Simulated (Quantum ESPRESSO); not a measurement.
For atom 3 (O) of TiO₂ in P4₂/mnm, a PBE PAW density (pw.x of a modified build of Quantum ESPRESSO, JTH datasets) with the all-electron reconstruction of Petrilli and co-workers gives this field-gradient tensor in Cartesian axes (atomic units, 1 a.u. = 9.7174×10²¹ V/m²):

```
 0.0032   0.2362   0.0000
 0.2362   0.0032   0.0000
 0.0000   0.0000  -0.0064
```

Geometry: a computed entry of the Materials Project; it was not checked against measured cells. It is TiO2 in P4₂/mnm. Stability against distortions was not tested. The run has no spin polarisation.  Cores are frozen. Against all-electron runs on small test molecules, this scheme's |Vzz| missed by −2 to +6 % on O. Ti had no test against all-electron runs. Where η passes 0.9 the sign of Vzz means little.

Find the principal values, η_Q, |C_Q|, ν_Q and P_Q for ¹⁷O (I = 5/2, |Q| = 0.0256 barn), and the second-order MAS shift at 18.8 T.

Eigenvalues (principal values) by size: Vxx = -0.0064, Vyy = -0.2330, Vzz = 0.2394 a.u. (they sum to zero).
η_Q = (Vxx − Vyy)/Vzz = 0.95.
|C_Q| = 234.96 MHz × |Q|/barn × |Vzz|/a.u. = 234.96 × 0.0256 × 0.2394 = 1.44 MHz.
Quadrupole frequency ν_Q = 3C_Q/[2I(2I − 1)] = 0.216 MHz, and P_Q = C_Q(1 + η²/3)^½ = 1.64 MHz.
At 18.8 T the Larmor frequency is ν0 = 108.6 MHz, and the second-order shift of the central transition's centre of gravity under MAS is −(3/40)(P_Q/ν0)²[I(I + 1) − 3/4]/[I²(2I − 1)²] × 10⁶ = -1.4 ppm.
